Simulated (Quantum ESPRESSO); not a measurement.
## Calculated data, AlSiAsO$_{6}$ (made-up cell)

Calculation on a made-up crystal cell, not a measurement: periodic Kohn-Sham density functional theory in plane waves with PseudoDojo standard norm-conserving scalar-relativistic pseudopotentials, each functional with its own files (v0.5 for PBE, v0.4.1 for LDA and PBEsol), no spin polarisation, no spin-orbit coupling, atoms not relaxed, stress positive in tension, energies less a fixed whole-eV offset for each atom's element; levels are Kohn-Sham levels at fractions of this cell's reciprocal vectors, counted from the reference band (half the neutral cell's valence electrons, rounded up) at Gamma; error bars cover cutoff and k-mesh only, not smearing or the files; each bar is the largest change over components, and at least 0.002 eV, 0.002 eV per angstrom or 0.02 GPa; added strain carries the atoms with the cell, and shear is the tensor component; no dispersion term; energies are for the whole cell, and the offsets were chosen from early runs and are not element reference energies; machines and their load varied, so run times do not measure scaling. Program: Quantum ESPRESSO 7.5.

## AlSiAsO$_{6}$ (made-up cell)

```
CELL_PARAMETERS angstrom
4.98740 0.00000 0.00000
-2.49370 4.31920 0.00000
0.00000 0.00000 5.47420
ATOMIC_POSITIONS crystal
Si 0.48753 0.00773 0.66629
As 0.99181 0.46520 0.32871
Al 0.52923 0.52771 0.00186
O 0.40119 0.27144 0.79699
O 0.74076 0.16112 0.46062
O 0.84949 0.59180 0.11607
O 0.29863 0.43966 0.21497
O 0.16110 0.73303 0.54841
O 0.59186 0.86467 0.87898
```

- lattice type: quartz
- functional: pbe
- cutoff: 1143 eV
- fermi dirac smearing: 0.025 eV
- scf tolerance: 1e-07 eV
- electrons removed: 0
- run command: mpirun -np 4 pw.x -nk 4 -in in
- run processor: AMD EPYC, Zen 5 class, virtual cores
- k mesh: 5 x 5 x 4, shifted by half a step
- stress zz: ?
- pressure: ?

Atoms:
```csv
atoms element,atom site,atom energy offset (eV)
Si,1,-115
As,2,-2887
Al,3,-64
O,4,-452
O,5,-452
O,6,-452
O,7,-452
O,8,-452
O,9,-452
```

Question: Estimate the stress zz of AlSiAsO$_{6}$ (made-up cell).
Answer: -27.08 GPa

Question: What pressure does the calculation give for AlSiAsO$_{6}$ (made-up cell)?
Answer: 21.87 GPa

Further results for AlSiAsO$_{6}$ (made-up cell):

* free energy less offsets: 9.655 eV
* scf iterations: 11
* smearing term minus ts: 0 eV
* stress xx: -18.27 GPa
* stress yy: -20.26 GPa
* stress yz: 5.037 GPa
* stress xz: 2.935 GPa
* stress xy: -9.414 GPa
* reference band: 29
* error bar energy: 0.003752 eV
* error bar stress: 0.02 GPa
* error bar force: 0.002 eV/Å
* error bar next band up: 0.002 eV
* error bars from: tighter rerun of this cell
* wall time of scf and band steps on a shared machine: 74.7 s

Forces:
```csv
site,x (eV/Å),y (eV/Å),z (eV/Å)
1,-3.784,0.7284,4.78
2,4.048,4.28,-2.912
3,-0.1526,3.371,-4.384
4,2.251,-5.943,-5.959
5,-0.01812,-3.331,-0.05678
6,4.928,1.125,1.988
7,-6.432,-2.567,6.959
8,-0.6318,0.6305,0.4312
9,-0.2082,1.707,-0.8464
```

Levels:
```csv
level k point,next band up (eV)
Gamma,3.699
"(1/2,1/2,1/2)",4.686
"(0.15,0,0)",3.974
"(0,0.15,0)",3.934
"(0,0,0.15)",3.858
```
